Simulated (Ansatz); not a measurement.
Consider the following.

LaLuO3:
```
CELL_PARAMETERS angstrom
      4.15307     0.00000     0.00000
      0.00000     4.15307     0.00000
      0.00000     0.00000     4.15307
ATOMIC_POSITIONS crystal
  La 0.00000 0.00000 0.00000
  Lu 0.50000 0.50000 0.50000
  O  0.00000 0.50000 0.50000
  O  0.50000 0.50000 0.00000
  O  0.50000 0.00000 0.50000
```

This is the LDA-relaxed structure.

### Question
All from DFT-LDA in the program Ansatz with PAW potentials, unless another level is named. Give the Born charges (a third of the trace).

### Answer
La +4.60, Lu +3.80, O -2.80 e.

### Question
Next, the electronic dielectric constant ε∞ (DFPT)?

### Answer
5.93.

Space group Pm-3m (cubic perovskite). The cell is a constructed one: a structure type filled with these elements; neither database checked (COD, Materials Project) lists it. Its standing as an ambient phase is unchecked. The LDA relaxation kept the symmetry of its start. At this level the phase is dynamically unstable (imaginary phonons). Spin–orbit coupling is left out wherever it is not named.

Potentials: the earlier of the program's two PAW sets. The files were generated under PBE; for other functionals the program regenerates the frozen cores, and for LDA and PBEsol the local potential too.
